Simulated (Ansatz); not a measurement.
# Data sheet: ZnPt (DFT)

ZnPt (L1₀ or tetragonal B2, P4/mmm), a = b = 2.855 Å, c = 3.471 Å, α = β = γ = 90.00°.

Space group P4/mmm (No. 123), L1₀ or tetragonal B2; conventional cell a = b = 2.855 Å, c = 3.471 Å, α = β = γ = 90.00°.

Method: the program Ansatz at the r²SCAN level (PAW). Geometry: relaxed at this level of theory. Other levels are named where they apply.

Cell and energy:

- Volume per atom = 14.14 Å³
- Density = 15.29 g/cm³
- Formation energy from the elements (no fitted shifts) = -0.63 eV/atom

Electronic structure:

* **Electronic character**: metallic (no gap)
* **Density of states at the Fermi level**: 0.21 states/eV per atom (mean over ±0.08 eV)
* **Gap with spin–orbit coupling**: none (metallic)

Mechanics:

- Bulk modulus (Birch–Murnaghan fit): 196 GPa
- Pressure derivative B′: 5.2

Charges:

- Bader charges = Pt -0.67, Zn +0.67 e

The workflow started from an entry of the Crystallography Open Database (COD). Whether it is the stable phase at ambient conditions was not checked. The r²SCAN relaxation kept the symmetry of its start; its stability against distortions is not shown here. No spin polarisation was allowed. Axis ratios of metals converge slowly with the k-mesh, so a and c are less sure than the volume. The references are the lowest solids computed at this level, not always the standard phases. Scalar-relativistic: spin–orbit coupling is off unless named, which matters more the heavier the elements.

Potentials: the later of the program's two PAW sets.
